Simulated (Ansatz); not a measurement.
CaF₂:
```cif
data_Ca4F8
_chemical_formula_sum 'Ca4 F8'
_space_group_name_H-M_alt 'Fm-3m'
_space_group_IT_number 225
_space_group_name_Hall '-F 4 2 3'
_cell_length_a 5.43915
_cell_length_b 5.43915
_cell_length_c 5.43915
_cell_angle_alpha 90.000
_cell_angle_beta 90.000
_cell_angle_gamma 90.000
loop_
_atom_site_label
_atom_site_type_symbol
_atom_site_symmetry_multiplicity
_atom_site_Wyckoff_symbol
_atom_site_fract_x
_atom_site_fract_y
_atom_site_fract_z
_atom_site_occupancy
Ca1 Ca 4 a 0.00000 0.00000 0.00000 1
F1 F 8 c 0.25000 0.25000 0.25000 1
```
(The calculation used a cell of 3 atoms; values per cell refer to that cell.)

Relaxed with r²SCAN. r²SCAN in the plane-wave PAW code Ansatz gives a gap of 8.03 eV.

Task: What gap does HSE06 give on the same cell (Ansatz, PAW)?

Result: 9.45 eV, 1.42 eV more. The hybrid was solved on a coarser mesh and at special points; the gap given is the minimum over both.

| k | v1 r²SCAN | c1 r²SCAN | v1 HSE06 | c1 HSE06 |
|---|---|---|---|---|
| Γ | -0.26 | 8.03 | -0.27 | 9.45 |
| X | 0.00 | 8.79 | (withheld) | (withheld) |
| L | -0.85 | 10.24 | (withheld) | (withheld) |
| W | -0.10 | 9.12 | (withheld) | (withheld) |
| K | -0.10 | 9.06 | (withheld) | (withheld) |

Task: Top valence (v1) and lowest conduction level (c1) in eV from each method's valence maximum (which need not be a listed point): supply the withheld HSE06 values.

Result: 
- L, v1 HSE06: -0.89
- L, c1 HSE06: 12.09
- X, v1 HSE06: 0.00
- X, c1 HSE06: 10.49
- W, v1 HSE06: -0.10
- W, c1 HSE06: 10.85
- K, v1 HSE06: -0.10
- K, c1 HSE06: 10.78

Cost on shared cores: the r²SCAN run (SCF on a 9×9×9 mesh, then bands and DOS) roughly 16 core-seconds, the HSE06 run (SCF on 7×7×7, then a few points) about 110 core-seconds (a rough figure); the tasks are unlike.

The r²SCAN relaxation kept the symmetry of its start.

Potentials: the later of the program's two PAW sets.
